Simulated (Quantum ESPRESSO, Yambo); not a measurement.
Quasiparticle gap of AgI

```
CELL_PARAMETERS angstrom
      4.43291     0.00000     0.00000
     -2.21645     3.83901     0.00000
      0.00000     0.00000    14.58677
ATOMIC_POSITIONS crystal
  Ag 0.00000 0.00000 0.32133
  Ag 0.00000 0.00000 0.82133
  Ag 0.66667 0.33333 0.42893
  Ag 0.33333 0.66667 0.92893
  I  0.00000 0.00000 0.01832
  I  0.00000 0.00000 0.51832
  I  0.66667 0.33333 0.23142
  I  0.33333 0.66667 0.73142
```

Cell and atoms were relaxed with PBE+D3(BJ) from Materials Project entry mp-580941, within its symmetry.

Starting point: PBEsol (Quantum ESPRESSO, PseudoDojo norm-conserving, 82 Ry, scalar-relativistic). G0W0 in Yambo: 3×3×1 Γ-centred k mesh, bands 17 to 392 and a 7 Ry block in the screening, 392 bands in G with the Bruneval-Gonze terminator, plasmon pole fitted at 27.2 eV.

The PBEsol gap along the band path is 1.32 eV and the PBEsol gap between the mesh's edge points (Γ → Γ) is 1.32 eV. The G0W0 gap between the same points is 2.47 eV.

```csv
k point,band,E PBEsol (eV),E QP (eV),shift (eV),Z
Γ,VB,0.00,-0.78,-0.78,0.80
Γ,CB,1.32,1.69,0.37,0.82
K,VB,-0.75,-1.57,-0.81,0.79
K,CB,3.42,3.94,0.52,0.81
```

Energies count from the PBEsol valence-band maximum.

Nearest settings tried, and what they do to the gap: 256 bands in G: +3 meV; 188 bands in W: +60 meV; 6 Ry block (447 vectors against 539): -15 meV. Not varied: mesh. So the settings aren't converged at that level. The k mesh is coarse.

Spin-orbit coupling is left out, which matters for elements this heavy: edges can move by tenths of an eV.
